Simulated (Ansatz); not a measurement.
Ga2O3:
```
CELL_PARAMETERS angstrom
      2.49229     1.43893     4.48012
     -2.49229     1.43893     4.48012
      0.00000    -2.87785     4.48012
ATOMIC_POSITIONS crystal
  Ga 0.85541 0.85541 0.85541
  Ga 0.14459 0.14459 0.14459
  Ga 0.64459 0.64459 0.64459
  Ga 0.35541 0.35541 0.35541
  O  0.75000 0.44639 0.05361
  O  0.25000 0.55361 0.94639
  O  0.05361 0.75000 0.44639
  O  0.94639 0.25000 0.55361
  O  0.44639 0.05361 0.75000
  O  0.55361 0.94639 0.25000
```

DFT-r²SCAN in the program Ansatz with PAW potentials gives a gap of 3.56 eV without spin–orbit coupling, maximum on the Γ–S0 line, 45 % of the way from Γ, minimum at Γ.

**Question.** What happens when spin–orbit coupling is switched on?

**Answer.** The gap is nearly the same, to 3.56 eV; maximum on the Γ–S0 line, 45 % of the way from Γ, minimum at Γ.

**Question.** Give the electron effective mass with spin–orbit coupling.

**Answer.** 0.25 mₑ (isotropic).

**Question.** Give the hole effective mass with spin–orbit coupling.

**Answer.** 0.68, 2.2, 3.5 mₑ (principal values).

Space group R-3c (corundum). The r²SCAN relaxation kept the symmetry of its start; of distortions, only those at the zone centre were tested.

Potentials: the earlier of the program's two PAW sets.
